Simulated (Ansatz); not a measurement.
HfN (rock salt)

```
CELL_PARAMETERS angstrom
      0.00000     4.52548     4.52548
      2.26274     0.00000     2.26274
      2.26274     2.26274     0.00000
ATOMIC_POSITIONS crystal
  N  0.00000 0.00000 0.00000
  N  0.50000 0.00000 0.00000
  Hf 0.25000 0.50000 0.50000
  Hf 0.75000 0.50000 0.50000
```

The atoms are displaced by Q × the pattern below (from a DFPT mode at L = (0.5, 0.0, 0.0), largest move 1; Q in Å), at fixed cell. It is one choice among 2 degenerate patterns. (q is in reciprocal vectors of the primitive cell; the cell shown is doubled to hold the pattern.)

| atom | x | y | z |
|---|---|---|---|
| N1 | -0.285 | 0.520 | -0.805 |
| N2 | 0.285 | -0.520 | 0.805 |

Atoms not listed stay in place.

The numbers are results of r2SCAN (plane waves to 500 eV, PAW, scalar-relativistic; Ansatz, a program for electronic structure), not measurements. k mesh 9×18×18 (Γ-centred), Fermi-Dirac smearing 0.05 eV. With partly filled bands, energies and forces of such displacements shift with the k mesh and the smearing. HfN is run without spin polarisation. HfN was relaxed with its symmetry unable to fall. Spin-orbit coupling is left out, though Hf is heavy. 

| Q (Å) | −dE/dQ from forces (eV/Å) |
|---|---|
| -0.280 | 7.891 |
| -0.233 | 6.579 |
| -0.187 | 5.268 |
| -0.140 | 3.955 |
| -0.093 | 2.637 |
| -0.047 | 1.314 |
| 0.000 | 0.000 |
| 0.047 | -1.314 |
| 0.093 | -2.637 |
| 0.140 | -3.955 |
| 0.187 | -5.268 |
| 0.233 | -6.579 |
| 0.280 | -7.891 |

Question: What harmonic wavenumber does the curvature at Q = 0 give?

Answer: 523 cm⁻¹. E″ = 28.13 eV/Å², M = Σ mᵢ|uᵢ|² = 28.0 u, ν̃ = 521.5·√(|E″|/M).

(A displaced cell: forces are minus the slopes of the energy, force constants its curvatures, and phonons follow from these.)
